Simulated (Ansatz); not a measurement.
KTaO3 (cubic perovskite, space group No. 221), the program Ansatz at the PBE level (PAW), all energies at zero smearing, with the estimated change up to a 700 eV cutoff added, with one set of potentials and settings (totals compare only within such a set). Cell of 5 atoms (1 K, 1 Ta, 3 O): -13178.248 eV.

```json
[
 {"element": "K", "reference phase": "Im-3m, 1 atoms in the cell", "E (eV/atom)": "-1537.7858"},
 {"element": "Ta", "reference phase": "Im-3m, 1 atoms in the cell", "E (eV/atom)": "-9932.2522"},
 {"element": "O", "reference phase": "C2/m, 4 atoms in the cell, spin-polarised", "E (eV/atom)": "-565.0000"}
]
```

Formation energy per atom, worked out: (-13178.248 − 1×(-1537.7858) − 1×(-9932.2522) − 3×(-565.0000))/5 = -2.642 eV/atom (-255 kJ per mol of atoms), at 0 K, without zero-point energy or fitted corrections.

Space group Pm-3m (cubic perovskite). The PBE relaxation kept the symmetry of its start. No spin polarisation was allowed. The references are the lowest solids computed at this level, not always the standard phases (solids in place of the gases). Scalar-relativistic: spin–orbit coupling is off unless named, which matters more the heavier the elements.

Potentials: the later of the program's two PAW sets.
